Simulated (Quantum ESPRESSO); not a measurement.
## Sn2Al4NbZr (input and log of a self-consistent run)

A calculation, not a measurement. The program is pw.x of Quantum ESPRESSO 7.5 (plane-wave density functional theory). The cell is made up: eight metal atoms on a face-centred cubic lattice, with elements, volume, strain and displacements drawn at random and not relaxed, so it may be unstable or far from any real phase. PseudoDojo standard norm-conserving files set the functional (PBE unless stated); there is no spin polarisation or spin-orbit coupling, the Fermi-Dirac width of 0.25 eV means electrons at about 2900 K, and the masses in the input are unused placeholders. The tin pseudopotential is less sure than most, with forces differing by about three percent from a second method on plain tin. A spin test at this wide smearing found no moment, but such smearing suppresses magnetism that the real alloy may have.

Input:

```
&control calculation='scf', pseudo_dir='./dojo.nc.sr.pbe.v0_5.standard.upf', outdir='./o', disk_io='minimal', tprnfor=.true., tstress=.true. /
&system ibrav=0, nat=8, ntyp=4, nbnd=43, ecutwfc=82.02448710, nosym=.true., tot_charge=0,
 occupations='smearing', smearing='fd', degauss=0.0183746611
/
&electrons conv_thr=1.470e-08, electron_maxstep=70, mixing_beta=0.5 /
ATOMIC_SPECIES
Al 1.0 Al.upf
Nb 1.0 Nb.upf
Sn 1.0 Sn.upf
Zr 1.0 Zr.upf
CELL_PARAMETERS angstrom
2.0949 4.1897 2.0949
0.0 4.1897 -4.1897
-4.1897 4.1897 0.0
ATOMIC_POSITIONS angstrom
Sn -0.0573 -0.0205 -0.0083
Al -2.1378 1.9862 0.0784
Nb -0.0672 2.0009 -2.1156
Al -2.1771 4.13 -2.1052
Sn 0.0539 4.1749 0.0194
Zr -2.1804 6.2773 -0.0088
Al -0.0616 6.3002 -2.0361
Al -2.0758 8.4276 -2.0807
K_POINTS automatic
5 5 5 1 1 1
```

The log is shortened where brackets say so; the opening notice, blank lines, dates and the lines on written files are dropped, and the path of the files is cut. It prints rydbergs, bohrs and kilobars, and counts compression as positive stress. Its total energy is the free energy E - TS of the whole cell.

```
     Program PWSCF v.7.5
     Parallel version (MPI & OpenMP), running on       4 processor cores
     Number of MPI processes:                 4
     Threads/MPI process:                     1
     [start-up lines left out]
     bravais-lattice index     =            0
     lattice parameter (alat)  =       9.6969  a.u.
     unit-cell volume          =     992.6144 (a.u.)^3
     number of atoms/cell      =            8
     number of atomic types    =            4
     number of electrons       =        65.00
     number of Kohn-Sham states=           43
     kinetic-energy cutoff     =      82.0245  Ry
     charge density cutoff     =     328.0979  Ry
     scf convergence threshold =      1.5E-08
     mixing beta               =       0.5000
     number of iterations used =            8  plain     mixing
     Exchange-correlation= PBE
                           (   1   4   3   4   0   0   0)
     [axes and pseudopotential details left out]
   Cartesian axes
     site n.     atom                  positions (alat units)
         1        Sn     tau(   1) = (  -0.0111666  -0.0039950  -0.0016175  )
         2        Al     tau(   2) = (  -0.4166152   0.3870713   0.0152786  )
         3        Nb     tau(   3) = (  -0.0130960   0.3899360  -0.4122888  )
         4        Al     tau(   4) = (  -0.4242739   0.8048557  -0.4102621  )
         5        Sn     tau(   5) = (   0.0105040   0.8136059   0.0037807  )
         6        Zr     tau(   6) = (  -0.4249171   1.2233222  -0.0017149  )
         7        Al     tau(   7) = (  -0.0120046   1.2277850  -0.3967958  )
         8        Al     tau(   8) = (  -0.4045326   1.6423734  -0.4054875  )
     number of k points=    63  Fermi-Dirac smearing, width (Ry)=  0.0184
                       cart. coord. in units 2pi/alat
        k(    1) = (   0.0000000   0.1224755   0.0000000), wk =   0.0320000
        k(    2) = (  -0.1837125   0.1837139   0.0612385), wk =   0.0320000
     [further k points left out]
     Dense  grid:    99553 G-vectors     FFT dimensions: (  60,  72,  72)
     Estimated max dynamical RAM per process >     277.05 MB
     Estimated total dynamical RAM >       1.01 GB
     Initial potential from superposition of free atoms
     starting charge      64.9824, renormalised to      65.0000
     Starting wfcs are   54 randomized atomic wfcs
     total cpu time spent up to now is        7.2 secs
     per-process dynamical memory:   220.3 Mb
     Self-consistent Calculation
     iteration #  1     ecut=    82.02 Ry     beta= 0.50
     Davidson diagonalization with overlap
     ethr =  1.00E-02,  avg # of iterations =  3.7
     total cpu time spent up to now is       19.6 secs
     total energy              =    -559.31085543 Ry
     estimated scf accuracy    <       0.67046659 Ry
     iteration #  2     ecut=    82.02 Ry     beta= 0.50
     Davidson diagonalization with overlap
     ethr =  1.03E-03,  avg # of iterations =  4.7
     total cpu time spent up to now is       33.4 secs
     total energy              =    -559.14069796 Ry
     estimated scf accuracy    <       4.84378887 Ry
     iteration #  3     ecut=    82.02 Ry     beta= 0.50
     Davidson diagonalization with overlap
     ethr =  1.03E-03,  avg # of iterations =  2.7
     total cpu time spent up to now is       45.2 secs
     total energy              =    -559.62959508 Ry
     estimated scf accuracy    <       0.19142475 Ry
     iteration #  4     ecut=    82.02 Ry     beta= 0.50
     Davidson diagonalization with overlap
     ethr =  2.94E-04,  avg # of iterations =  3.5
     total cpu time spent up to now is       56.9 secs
     total energy              =    -559.64774632 Ry
     estimated scf accuracy    <       0.01853817 Ry
     iteration #  5     ecut=    82.02 Ry     beta= 0.50
     Davidson diagonalization with overlap
     ethr =  2.85E-05,  avg # of iterations =  8.0
     total cpu time spent up to now is       72.9 secs
     total energy              =    -559.65215981 Ry
     estimated scf accuracy    <       0.00631328 Ry
     [iterations 6 to 7 left out]
     iteration #  8     ecut=    82.02 Ry     beta= 0.50
     Davidson diagonalization with overlap
     ethr =  4.78E-07,  avg # of iterations =  2.0
     total cpu time spent up to now is      107.6 secs
     total energy              =    -559.65249472 Ry
     estimated scf accuracy    <       0.00001236 Ry
     iteration #  9     ecut=    82.02 Ry     beta= 0.50
     Davidson diagonalization with overlap
     ethr =  1.90E-08,  avg # of iterations =  4.8
     total cpu time spent up to now is      120.2 secs
     total energy              =    -559.65249832 Ry
     estimated scf accuracy    <       0.00000088 Ry
     iteration # 10     ecut=    82.02 Ry     beta= 0.50
     Davidson diagonalization with overlap
     ethr =  1.36E-09,  avg # of iterations =  2.1
     total cpu time spent up to now is      130.8 secs
     total energy              =    -559.65249849 Ry
     estimated scf accuracy    <       0.00000004 Ry
     iteration # 11     ecut=    82.02 Ry     beta= 0.50
     Davidson diagonalization with overlap
     ethr =  6.75E-11,  avg # of iterations =  4.4
     total cpu time spent up to now is      143.9 secs
     total energy              =    -559.65249849 Ry
     estimated scf accuracy    <       0.00000002 Ry
     iteration # 12     ecut=    82.02 Ry     beta= 0.50
     Davidson diagonalization with overlap
     ethr =  3.53E-11,  avg # of iterations =  2.1
     total cpu time spent up to now is      155.0 secs
     End of self-consistent calculation
     [lines on levels left out]
!    total energy              =    -559.65249849 Ry
     estimated scf accuracy    <       0.00000001 Ry
     smearing contrib. (-TS)   =      -0.06435261 Ry
     internal energy E=F+TS    =    -559.58814588 Ry
     The total energy is F=E-TS. E is the sum of the following terms:
     one-electron contribution =    -192.90854644 Ry
     hartree contribution      =     133.86189736 Ry
     xc contribution           =    -143.42604874 Ry
     ewald contribution        =    -357.11544807 Ry
     convergence has been achieved in  12 iterations
     Forces acting on atoms (cartesian axes, Ry/au):
     atom    1 type  3   force =     0.03002225    0.00422088    0.06586059
     atom    2 type  1   force =    -0.00840703    0.01370732    0.00312421
     atom    3 type  2   force =    -0.00103721    0.01791421   -0.03451397
     atom    4 type  1   force =     0.01561515    0.00726534   -0.00418172
     atom    5 type  3   force =    -0.08460321   -0.01635726   -0.04072914
     atom    6 type  4   force =     0.05242201   -0.00296004    0.00434241
     atom    7 type  1   force =    -0.00035026   -0.00167882    0.00982809
     atom    8 type  1   force =    -0.00366171   -0.02211163   -0.00373048
     Total force =     0.140812     Total SCF correction =     0.000201
     Computing stress (Cartesian axis) and pressure
          total   stress  (Ry/bohr**3)                   (kbar)     P=       50.49
   0.00032087   0.00011981   0.00025685           47.20       17.62       37.78
   0.00011981   0.00046371   0.00007969           17.62       68.21       11.72
   0.00025685   0.00007969   0.00024507           37.78       11.72       36.05
     init_run     :      6.61s CPU      7.03s WALL (       1 calls)
     electrons    :    146.16s CPU    147.86s WALL (       1 calls)
     forces       :      1.73s CPU      1.77s WALL (       1 calls)
     stress       :      6.12s CPU      6.12s WALL (       1 calls)
     [timing details left out]
     PWSCF        :   2m40.75s CPU   2m43.00s WALL
     JOB DONE.
```

In other units: free energy -7614.460 eV for the cell, pressure 5.05 GPa, largest force component 2.175 eV/Å in size. The run took 165 s of wall time with four MPI processes on a shared machine (AMD EPYC, older, virtual cores), so the time is rough. A rerun of this cell at a higher cutoff and on a denser mesh moved values by no more than 0.007 eV in energy, 0.06 GPa in stress and 0.011 eV/Å in force, and a second program with other atomic files agreed on that cell to 2 % rms in force and 0.5 GPa in pressure.